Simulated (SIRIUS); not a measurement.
**Moving the functional in GaGe**

It takes space group F-43m (No. 216, cubic). The conventional cell has a = 5.796 Å, b = 5.796 Å, c = 5.796 Å, α = 90.00°, β = 90.00°, γ = 90.00°. Around Ge (site symmetry -43m) lie 4 Ga at 2.51 Å. Ga (site symmetry -43m) is surrounded by 4 Ge at 2.51 Å.

The cell comes from a database or a generator and needn't be the stable form of this composition.

Kept alike: task single point; k mesh 7 × 7 × 7; occupations fermi-dirac, width 0.05 eV; no spin polarisation. Program: SIRIUS, PseudoDojo 0.4.1 PBE standard (scalar relativistic), cutoff 1102 eV. The mesh is that of the run's cell of 2 atoms. No spin-orbit coupling.

| functional | pressure (GPa) |
| --- | --- |
| AM05 | -2.12 |
| APBE | 1.19 |
| BLYP | 3.02 |
| LDA | -4.66 |
| LDA-VWN | -4.70 |
| PBE | 0.35 |
| PBEsol | -2.28 |
| PW91 | 0.14 |
| RPBE | 2.37 |
| revPBE | 1.84 |

Pressure is positive in compression; the values hold the error of the finite cutoff, so their zero can differ a little from the energy's minimum. For a metal such a mesh leaves the last digits unconverged. All rows use potentials made for PBE.

The pressure runs from -4.70 (LDA-VWN) to 3.02 GPa (BLYP). From PBE: AM05 -2.47; APBE +0.84; BLYP +2.67; LDA -5.01; LDA-VWN -5.05; PBEsol -2.63; PW91 -0.21; RPBE +2.02; revPBE +1.49. A positive pressure means that the functional's own cell is larger than the one given, a negative one that it is smaller.
